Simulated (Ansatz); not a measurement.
# Computed scan of one atom of the cell: MgH2 (rutile)

Starting cell, MgH₂ (rutile):

```xyz
6
Lattice="4.4844 0.0000 0.0000 0.0000 4.4844 0.0000 0.0000 0.0000 2.9967" Properties=species:S:1:pos:R:3 pbc="T T T"
Mg     0.0000     0.0000     0.0000
Mg     2.2422     2.2422     1.4983
H      1.3664     1.3664     0.0000
H      3.6085     0.8758     1.4983
H      0.8758     3.6085     1.4983
H      3.1180     3.1180     0.0000
```

In each cell atom 5 (H, nearest neighbour Mg at 1.932 Å; its periodic images, 3.0 Å or more away, move with it) moves by s·(0.707, 0.707, 0.000) (along Cartesian [110]), the rest being held.

These are r2SCAN (plane waves to 500 eV, PAW, scalar-relativistic; Ansatz, a program for electronic structure) values and carry that method's errors. k mesh 6×6×9 (Γ-centred), Fermi-Dirac smearing 0.05 eV. The energy includes the smearing's −TS. Compression counts positive. F∥ is the force on the atom along that direction. MgH2 was relaxed with its symmetry unable to fall. The zero of ΔE is the undisplaced structure.

```json
[
 {"s (Å)": "-0.190", "ΔE (meV/cell)": "26.8", "F∥ (eV/Å)": "0.285", "P (GPa)": "-0.09"},
 {"s (Å)": "-0.152", "ΔE (meV/cell)": "17.1", "F∥ (eV/Å)": "0.226", "P (GPa)": "-0.06"},
 {"s (Å)": "-0.114", "ΔE (meV/cell)": "9.6", "F∥ (eV/Å)": "0.169", "P (GPa)": "-0.03"},
 {"s (Å)": "-0.076", "ΔE (meV/cell)": "4.2", "F∥ (eV/Å)": "0.112", "P (GPa)": "-0.02"},
 {"s (Å)": "-0.038", "ΔE (meV/cell)": "1.1", "F∥ (eV/Å)": "0.056", "P (GPa)": "0.00"},
 {"s (Å)": "0.000", "ΔE (meV/cell)": "0.0", "F∥ (eV/Å)": "0.000", "P (GPa)": "0.00"},
 {"s (Å)": "0.038", "ΔE (meV/cell)": "1.1", "F∥ (eV/Å)": "-0.056", "P (GPa)": "0.00"},
 {"s (Å)": "0.076", "ΔE (meV/cell)": "4.2", "F∥ (eV/Å)": "-0.112", "P (GPa)": "-0.02"},
 {"s (Å)": "0.114", "ΔE (meV/cell)": "9.6", "F∥ (eV/Å)": "-0.169", "P (GPa)": "-0.03"},
 {"s (Å)": "0.152", "ΔE (meV/cell)": "17.1", "F∥ (eV/Å)": "-0.226", "P (GPa)": "-0.06"},
 {"s (Å)": "0.190", "ΔE (meV/cell)": "26.8", "F∥ (eV/Å)": "-0.285", "P (GPa)": "-0.09"}
]
```

Derived quantities:

| Item | Value |
|---|---|
| Energy at s = 0.190 Å | 26.8 meV/cell |
| Force along the line at s = -0.190 Å | 0.285 eV/Å |
| Symmetry of the curve | even: the same for both signs |
| Shape of the curve | a single well with its minimum at or next to zero displacement |
| Force constant k = d²E/ds² at s = 0 (finite differences) | 1.47 eV/Å² |
| Harmonic estimate at the end of the scan | ½ks² = 26.5 meV/cell against the computed 26.8 meV/cell, so the well is close to harmonic there |

(A displaced cell: forces are minus the slopes of the energy, force constants its curvatures, and phonons follow from these.)
